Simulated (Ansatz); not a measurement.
Starting cell, HfO₂ (fluorite):

```
CELL_PARAMETERS angstrom
      0.00000     5.09760     5.09760
      2.54880     0.00000     2.54880
      2.54880     2.54880     0.00000
ATOMIC_POSITIONS crystal
  Hf 0.00000 0.00000 0.00000
  Hf 0.50000 0.00000 0.00000
  O  0.12500 0.25000 0.25000
  O  0.62500 0.25000 0.25000
  O  0.37500 0.75000 0.75000
  O  0.87500 0.75000 0.75000
```

Scan: atom 4 (O, nearest neighbour Hf at 2.207 Å; its periodic images, 3.6 Å or more away, move with it) is displaced along Cartesian [111], direction (0.577, 0.577, 0.577) in Cartesian axes, by s. The other atoms stay.

These are PBE (plane waves to 420 eV, PAW, scalar-relativistic; Ansatz, an electronic-structure program) values and carry that method's errors. k mesh 9×9×9 (Γ-centred), Fermi-Dirac smearing 0.05 eV. The energy includes the smearing's −TS. HfO2 is run without spin polarisation. HfO2 was relaxed with its symmetry unable to fall. Spin-orbit coupling is left out, though Hf is heavy. This is a high-temperature form of HfO2. ΔE is measured from the undisplaced structure.

```csv
s (Å),ΔE (meV/cell)
-0.220,341
-0.176,209
-0.132,112
-0.088,48
-0.044,11
0.000,0
0.044,11
0.088,41
0.132,88
0.176,withheld
0.220,229
```

Question: Fit a polynomial form (powers 2, 3, 4) to the given rows and predict ΔE at s = 0.176.

Answer: Least squares on the 10 given rows: ΔE = (5679)·s² + (-5262)·s³ + (4332)·s⁴, in meV/cell with s in Å; root-mean-square residual 0.3 meV/cell. At 0.176 the fit gives 151 meV/cell; the calculation gives 152 meV/cell, so the interpolation is off by -1 (-0.7 %). The quadratic term alone would give 176 meV/cell.

(A displaced cell: forces are minus the slopes of the energy, force constants its curvatures, and phonons follow from these.)
